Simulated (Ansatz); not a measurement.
Consider the following.

Zr₂CN:
```
CELL_PARAMETERS angstrom
      1.64377     0.94903     5.37454
     -1.64377     0.94903     5.37454
      0.00000    -1.89806     5.37454
ATOMIC_POSITIONS crystal
  Zr 0.74907 0.74907 0.74907
  Zr 0.25093 0.25093 0.25093
  C  0.00000 0.00000 0.00000
  N  0.50000 0.50000 0.50000
```

This is the r²SCAN-relaxed structure.

Question: All from DFT-r²SCAN in the program Ansatz with PAW potentials, unless another level is named. Give the electronic character.

Answer: metallic (no gap).

Question: Give the formation energy from the elements (no fitted shifts).

Answer: -1.53 eV/atom.

Question: And the density of states at the Fermi level?

Answer: 0.25 states/eV per atom (mean over ±0.08 eV).

Space group R-3m. The workflow started from a Materials Project entry (that database holds measured and hypothetical structures alike); the Crystallography Open Database copy checked does not list it. Whether it is the stable phase at ambient conditions was not checked. Symmetry was held in the r²SCAN relaxation; whether a distortion lowers the energy is not shown. The run is not spin-polarised. With an odd number of electrons in the cell and no spin polarisation, the count alone makes it a metal. The references are the lowest solids computed at this level, not always the standard phases (solids in place of the gases). Scalar-relativistic: spin–orbit coupling is off unless named, which matters more the heavier the elements.

Potentials: the later of the program's two PAW sets.
